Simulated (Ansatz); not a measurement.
Zr$_{2}$AlN in space group P6_3/mmc (No. 194; Zr on 4f, Al on 2d, N on 2a) at seven volumes, DFT-r²SCAN in the program Ansatz with PAW potentials, shape and atoms relaxed at each. One row is withheld.

| V (Å³/atom) | P (GPa) |
|---|---|
| 14.929 | ? |
| 15.421 | 10.60 |
| 15.913 | 4.89 |
| 16.406 | 0.00 |
| 16.898 | -4.18 |
| 17.390 | -7.75 |
| 17.882 | -10.80 |

**Question.** Fit the shown pressures and predict the withheld one.

**Answer.** Third-order Birch–Murnaghan: P = (3/2)B₀(x^(7/2) − x^(5/2))[1 + (3/4)(B′ − 4)(x − 1)] with x = (V₀/V)^(2/3). Least squares on the six rows gives V₀ = 16.406 Å³/atom, B₀ = 150.3 GPa, B′ = 4.22. At V = 14.929, x = 1.0649 and P = 17.31 GPa. The run itself gave 17.26 GPa.

The workflow started from a Materials Project entry (that database holds measured and hypothetical structures alike); the Crystallography Open Database copy checked does not list it. Whether it is the stable phase at ambient conditions was not checked. Symmetry was held in the r²SCAN relaxation; its stability against distortions is not shown here. The run is not spin-polarised.

Potentials: the later of the program's two PAW sets.
